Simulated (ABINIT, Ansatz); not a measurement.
This is a calculation of GaF for ABINIT 10.8.3 (patched build). Atoms were shifted at random by some hundredths of an Å from the given cell, which wasn't relaxed again for these runs. The cell comes from a database or a generator and needn't be the stable form of this composition.

File run.abi:

```
# Pseudopotentials
pp_dirpath "./"
pseudos "Ga.GGA_PBE-JTH.xml, F.GGA_PBE-JTH.xml"

# Structure
acell 7.6065089857 7.6065089857 7.6065089857
rprim
     0.0000000000     0.7071067812     0.7071067812
     0.7071067812     0.0000000000     0.7071067812
     0.7071067812     0.7071067812     0.0000000000
ntypat 2
znucl 31 9
natom 2
typat 1 2
xred
     0.2455080000     0.2565900000     0.2613410000
    -0.0041280000     0.0133460000    -0.0016350000
chkprim 0
chksymtnons 0
tolsym 1.0e-6

# Plane-wave basis
ecut 23.0
pawecutdg 45.0
pawxcdev 0

# k points
kptopt 1
ngkpt 8 8 8
nshiftk 1
shiftk 0.0 0.0 0.0

# Exchange and correlation
ixc 11

# Bands and occupations
nband 14
occopt 3
tsmear 0.00183747

# SCF cycle
nstep 100
tolvrs 1.0e-9

# Output
iomode 3
prtwf 0
prtden 0
prteig 0
prtebands 0
enunit 2
```

Potentials or basis: JTH PAW PBE v2.0.

Command:

```bash
$ abinit run.abi > log 2>&1
```

Q: Translate it to Ansatz 0.2.0. Potentials or basis there: Ansatz PAW (earlier soft set), cutoff 420 eV.

A: As run (cutoffs and basis follow the program's own potentials, and thresholds, step limits or extra output files can differ):

Contents of input.yaml:

```yaml
crystal:
  lattice:
    - [0.0, 2.84624, 2.84624]
    - [2.84624, 0.0, 2.84624]
    - [2.84624, 2.84624, 0.0]
  atoms:
    - { symbol: Ga, position: [0.245508, 0.25659, 0.261341] }
    - { symbol: F, position: [-0.004128, 0.013346, -0.001635] }
hamiltonian:
  xc: pbe
  pseudopotentials: { kind: paw, azcp: { folder: soft_1 } }
kpoints:
  mp_grid: { grid: [8, 8, 8] }
scf:
  occupations: { method: fermi_dirac, width: 0.05 }
output:
  forces: true
  stress: true
  eigenvalues: true
```

Potentials or basis: Ansatz PAW soft_1.

The run is started by

```console
$ ansatz run input.yaml --threads 1 --pin off --max-ram 3584MiB --backend cpu --events-out ev --progress --plain --runs-dir out
```

Both were run:

|  | ABINIT | Ansatz |
| --- | --- | --- |
| Pressure | -0.1 GPa | 0.0 GPa |
| Energy over the undisturbed cell | 0.1 meV/atom | 0.1 meV/atom |

Ansatz's pressure holds a Pulay term of +0.17 GPa for its cutoff of 420 eV, which the other run lacks.

Where Ansatz's input types no cutoff or centring, it takes its own default and a Γ-centred mesh.

Pressure is positive in compression.
